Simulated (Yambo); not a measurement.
G0W0@PBEsol for Na₂CO₃ (space group C2/m, No. 12) in Yambo. Reference settings: 2×2×2 Γ-centred k mesh, bands 5 to 208 and a 7 Ry block in the screening, 208 bands in G with the Bruneval-Gonze terminator, plasmon pole fitted at 27.2 eV. The PBEsol gap (0, 0, -0.5) → Γ on this mesh is 4.13 eV; G0W0 gaps are taken between the same points.

With and without the terminator, as bands are cut:

```
bands in G (in W)  gap, terminator (eV)  gap, none (eV)  valence shift, terminator (eV)  valence shift, none (eV)
-----------------  --------------------  --------------  ------------------------------  ------------------------
65 (65)                           7.741           7.565                          -1.671                    -1.292
90 (90)                           7.353           7.160                          -1.622                    -1.249
124 (124)                         7.192           7.010                          -1.660                    -1.329
166 (166)                         7.122           6.969                          -1.710                    -1.437
208 (208)                         7.093           6.968                          -1.743                    -1.519
```

Over this range the gap spans 0.648 eV with the terminator and 0.597 eV without, the valence shift 0.121 eV and 0.270 eV. Neither column has reached its limit for certain.

Geometry of the Materials Project entry, not relaxed at this level; primitive cell a = b = 5.121 Å, c = 5.922 Å, α = β = 101.29°, γ = 61.87°.

A shift is the quasiparticle energy of the state minus its PBEsol energy.
